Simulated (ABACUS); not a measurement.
Worked example: self-consistent single point of KCl (Fm-3m, 2 atoms in the cell; from Materials Project mp-23193) in ABACUS.

Level of theory: LDA (PW92), PseudoDojo 0.4 standard norm-conserving LDA (tails mended) pseudopotentials (plane waves; ABACUS).

```yaml
crystal:
  lattice:
    - [0.00000, 3.14187, 3.14187]
    - [3.14187, 0.00000, 3.14187]
    - [3.14187, 3.14187, 0.00000]
  atoms:
    - { symbol: K, position: [0.00000, 0.00000, 0.00000] }
    - { symbol: Cl, position: [0.50000, 0.50000, 0.50000] }
```

Reference input (self-consistent single point, DFT, LDA (PW92), numerical atomic orbitals TZDP (confined pseudo-atomic orbitals; energy shift 0.01 Ry), PseudoDojo 0.4 standard norm-conserving LDA (tails mended) pseudopotentials): basis = TZDP numerical atomic orbitals, energy shift 0.01 Ry; KPT = Gamma 7 7 7 0 0 0; basis_type = lcao; dft_functional = PWLDA; ecutwfc = 100 Ry; smearing_method = gaussian; smearing_sigma = 0.00146997 Ry; potentials = PseudoDojo 0.4 standard norm-conserving LDA (tails mended); symmetry = 1; symmetry_prec = 1e-05; ks_solver = genelpa; scf_nmax = 100. This run's input differs from it in these lines:

```diff
@@ -3,7 +3,6 @@
 calculation          scf
-basis_type           lcao
+basis_type           pw
 pseudo_dir           ./
-orbital_dir          ./
 dft_functional       PWLDA
-ecutwfc              100.0
+ecutwfc              72.0
 symmetry             1
@@ -12,5 +11,5 @@
 smearing_sigma       0.00146997
-ks_solver            genelpa
+ks_solver            cg
 scf_nmax             100
-scf_thr              1.0e-06
+scf_thr              1.0e-09
 mixing_type          broyden
@@ -19,3 +18,2 @@
 cal_stress           1
-out_mul              1
 device               cpu
@@ -25,6 +23,2 @@
 Cl 35.450 Cl.upf
-
-NUMERICAL_ORBITAL
-K_lda_9.9au_4s3p2d.orb
-Cl_lda_5.1au_3s3p2d.orb
```

The program printed (abridged):

```
 SELF-CONSISTENT
 -------------------------------------------
                                 init_chg = atomic

 PW ALGORITHM --------------- ION=   1  ELEC=   1--------------------------------
 Notice: Threshold on eigenvalues was too large.

 Density error is 0.0660907852951
                          Error Threshold = 0.000472896602428
 E_KohnSham     -92.9108707671       -1264.1172485741
 E_Fermi        0.0509903754         0.6937596486

 PW ALGORITHM --------------- ION=   1  ELEC=   2--------------------------------

 Density error is 0.00693840984207
                          Error Threshold = 0.000413067408094
   [... lines left out ...]

 Density error is 3.79370685976e-08
                          Error Threshold = 2.3588963484e-10
 E_KohnSham     -92.9303137806       -1264.3817843447
 E_Fermi        0.2410632107         3.2798332433

 PW ALGORITHM --------------- ION=   1  ELEC=   8--------------------------------

 Density error is 1.95247910242e-11
                          Error Threshold = 2.3588963484e-10
 E_KohnSham     -92.9303137891       -1264.3817844600
 E_KS(sigma->0) -92.9303137891       -1264.3817844600
 E_entropy(-TS) -0.0000000000        -0.0000000000
 E_Fermi        0.2410626155         3.2798251456
 charge density convergence is achieved
 final etot is -1264.3817845 eV
 EFERMI = 3.2798251456 eV

 STATE ENERGY(eV) AND OCCUPATIONS    NSPIN == 1
   [... 15 lines left out ...]

 TOTAL-FORCE (eV/Angstrom)
                        K1         0.0000000000         0.0000000000         0.0000000000
                       Cl1         0.0000000000         0.0000000000         0.0000000000

 TOTAL-STRESS (KBAR)
       -19.1276416102        -0.0000000000        -0.0000000000
        -0.0000000000       -19.1276416102         0.0000000000
        -0.0000000000         0.0000000000       -19.1276416102
 TOTAL-PRESSURE: -19.127642 KBAR

 --------------------------------------------
 !FINAL_ETOT_IS -1264.3817844600459921 eV
 --------------------------------------------
```

The run converged in 8 iterations. Against the reference run the free energy falls by 323 meV/atom and the pressure goes from -2.56 to -1.91 GPa.

This run is one point of a test of settings, so its values need not be converged; read them against the reference run alone. The structure comes from a collection of computed structures, made at another level of theory; the collection holds predicted forms beside known ones.

Cost on one core: very roughly 40 core-seconds.

The atomic orbitals were generated for these runs; they are not ABACUS's published sets and were checked against plane waves on a few crystals only.

“Tails mended”: in these copies of the files the far tail of each local potential was reset to the Coulomb form.
